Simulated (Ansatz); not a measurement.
A geometry of BiB away from equilibrium: step 2 of the relaxation of a relaxed BiB cell, doubled along one cell vector, shaken by Gaussian noise of σ = 0.08 Å a coordinate. The numbers are results of r2SCAN (plane waves to 500 eV, PAW, scalar-relativistic; Ansatz, a first-principles code), not measurements. Γ-centred k-mesh 7×4×4 on the run's cell (coarser than for final values), Fermi–Dirac smearing 0.05 eV.

```xyz
8
Lattice="3.7962 -0.0321 -0.0164 -3.8518 6.5102 -0.0097 -0.0269 -0.0247 6.1206" Properties=species:S:1:pos:R:3 pbc="T T T"
B      0.0567    -0.0380    -0.0826
B     -2.0005     3.2562     0.0606
B      0.1420    -0.0916     3.0854
B     -1.8806     3.2095     3.0523
Bi    -0.0275     2.1720     1.4408
Bi    -1.9093     5.4129     1.3572
Bi     1.9583     1.0968     4.5693
Bi     0.0211     4.2575     4.4891
```

Problem. Which atoms carry the largest force, and which way does it point?

Solution. 0.55 eV/Å, on Bi7 (atoms numbered as listed); on Bi7 its components are (-0.03, -0.39, -0.39).

Problem. What is the pressure?

Solution. +0.1 GPa, compression positive.

No spin polarisation in the result.

The end of the path is a generated cell of BiB: the first start was made by placing the elements on the sites of a structure type, and the end was not matched to a known phase here, so it may be hypothetical.
